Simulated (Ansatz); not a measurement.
NaCl:
```yaml
crystal:
  lattice:
    - [3.46045, 0.00000, 0.00000]
    - [0.00000, 3.46045, 0.00000]
    - [0.00000, 0.00000, 3.46045]
  atoms:
    - { symbol: Na, position: [0.00000, 0.00000, 0.00000] }
    - { symbol: Cl, position: [0.50000, 0.50000, 0.50000] }
```

Relaxed with r²SCAN.

### Question
Give the Bader charges and basin volumes of the independent atoms, plane-wave PAW r²SCAN (Ansatz code).

### Answer


```tsv
atom	Bader charge (e)	Bader volume (Å³)
Na1	+0.89	9.6
Cl2	-0.89	31.8
```

Space group Pm-3m (CsCl type). This is a known high-pressure phase of the composition, computed here at zero pressure and temperature. The cell was relaxed with r²SCAN under the symmetry of its start; whether a distortion lowers the energy is not shown.

Potentials: the earlier of the program's two PAW sets. The files were generated under PBE; for other functionals the program regenerates the frozen cores, and for LDA and PBEsol the local potential too.
